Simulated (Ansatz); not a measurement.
This guess for ZnSn2N2 is about to be relaxed.

```
Zn Sn N
1.0
     2.62894    1.51782    4.15465
    -2.62894    1.51782    4.15465
     0.00000   -3.03564    4.15465
Zn Sn N
1 2 2
Direct
  0.00000 0.00000 0.00000
  0.68047 0.68047 0.68047
  0.31953 0.31953 0.31953
  0.81361 0.81361 0.81361
  0.18639 0.18639 0.18639
```

Method: DFT PBE, scalar-relativistic, plane waves, PAW in Ansatz. Cutoff 420 eV, Gaussian smearing, Γ-centred meshes. Cell and atoms relax first on a coarse mesh and then on a converged one. In between, the cell is made exact in the group found at 0.06 Å. The steps can't lower the symmetry of their start. No spin polarisation.

A guess keeps its type if space group and coordination stay and the shape of the cell changes little (axis ratios within about 15 %, angles within 6°); the volume may change.

Question: Will the relaxed cell still be of the starting type?

Answer: It doesn't keep its type. The symmetry stays R-3m (No. 166). The volume per atom shrinks by 3.0 %, from 19.9 to 19.3 Å³. The shortest distance goes from 1.66 Å (Sn–N) to 1.87 Å (Zn–N). The ratio c/a of the conventional cell changes by a factor of 1.63. Counting neighbours within 15 % of an atom's shortest distance, the start has N 1, Sn 1, Zn 2 and the end N 2, Sn 1, Zn 2. In detail, at the end Zn is surrounded by 2 N at 1.87 Å; around Sn lie 1 N at 2.14 Å and 3 N at 2.56 Å; N has 1 Zn at 1.87 Å and 1 Sn at 2.14 Å.

```xyz
5
Lattice="2.2115 1.2768 5.6974 -2.2115 1.2768 5.6974 0.0000 -2.5536 5.6974" Properties=species:S:1:pos:R:3 pbc="T T T"
Zn    0.0000    0.0000    0.0000
Sn    0.0000    0.0000   13.0871
Sn    0.0000    0.0000    4.0050
N     0.0000    0.0000   15.2231
N     0.0000    0.0000    1.8690
```

The last run used a 12×12×12 mesh for its 5-atom cell and Gaussian smearing of 0.02 eV. Symmetry constrained the relaxation, so the result can be a saddle point. Another cell of ZnSn2N2 relaxed alike, in P-3m1, lies 64 meV/atom lower, so this cell isn't the stable form at this level.
